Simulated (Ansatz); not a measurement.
Computed with DFT PBE, scalar-relativistic, plane waves, PAW (Ansatz). All cells share a 420 eV cutoff and Γ-centred k meshes spaced about 0.3 Å⁻¹ or finer (0.25 for metals, 2π included). No spin polarisation in the final relaxations.

All energies are static (0 K, no zero-point motion). All come from trial cells, and lower structures may exist.

Question: Order these relaxed structures of AgSn2SeI3 by energy, lowest first, with the energy over the lowest of them.
A. Space group I4mm (No. 107), tetragonal, a = 6.156 Å, c = 13.196 Å. Ag has 1 Se at 2.59 Å and 4 I at 3.20 Å; around Sn lie 3 I at 2.96–3.13 Å, 2 Se at 3.08 Å and 1 I at 3.64 Å; around Se lie 1 Ag at 2.59 Å and 4 Sn at 3.08 Å; I on a site of symmetry 2mm is surrounded by 1 Sn at 2.96 Å, 2 Ag at 3.20 Å and 1 Sn at 3.64 Å; 1 more site not described.
B. Space group P1 (No. 1), triclinic, a = 4.680 Å, b = 7.131 Å, c = 9.445 Å, α = 102.1°, β = 104.3°, γ = 90.4°. Around Ag lie 3 I at 2.77–2.80 Å and 1 Sn at 3.03 Å; around Sn on its first site lie 1 Se at 2.59 Å, 1 Ag at 3.03 Å, 2 I at 3.20 Å and 2 I at 3.59 Å; Se has 2 Sn at 2.59–2.61 Å; around I on its first site lie 1 Ag at 2.77 Å and 2 Sn at 3.19–3.21 Å; 3 more sites not described.
C. Space group Amm2 (No. 38), orthorhombic, a = 4.024 Å, b = 10.384 Å, c = 12.250 Å. Ag has 1 Se at 2.56 Å, 1 I at 2.75 Å and 2 I at 3.22 Å; Sn has 2 Se at 3.03 Å, 2 I at 3.11 Å and 2 I at 3.70 Å; Se has 1 Ag at 2.56 Å and 4 Sn at 3.03 Å; I on a site of symmetry mm2 has 1 Ag at 2.75 Å; 1 more site not described.
D. Space group R-3m (No. 166), trigonal, a = 9.847 Å, c = 11.319 Å. Ag has 2 Sn at 3.08 Å and 6 I at 3.41 Å; Sn is surrounded by 1 Se at 2.58 Å, 1 Ag at 3.08 Å and 3 I at 3.08 Å; Se is surrounded by 2 Sn at 2.58 Å; I is surrounded by 2 Sn at 3.08 Å and 2 Ag at 3.41 Å.

Answer: A (0 meV/atom), B (19 meV/atom), C (35 meV/atom), D (204 meV/atom). Forms: A I4mm; B P1; C Amm2; D R-3m. Counting I or Se atoms around Ag and Sn (for each partner element, those within 1.25 times its shortest distance or 1.15 times the sum of covalent radii, where it is the nearest in units of that sum or under 1.3; a plus sign parts groups by distance over the sum of covalent radii; the shortest distance is added where it exceeds 1.18 times the sum of covalent radii): A has Ag 1+4, Sn 6; B has Ag 3, Sn 1+4; C has Ag 2+2, Sn 4+2; D has Ag 6 from 3.4 Å, Sn 4.

Spin–orbit coupling, which can matter for I, is left out. With atoms moved at random, Amm2 (by 84 meV/atom) fell into a lower structure; P1 came back. Without a clear test, and held by symmetry: I4mm and R-3m. Some candidate types were left out of the draw beforehand, so a known form may be missing.
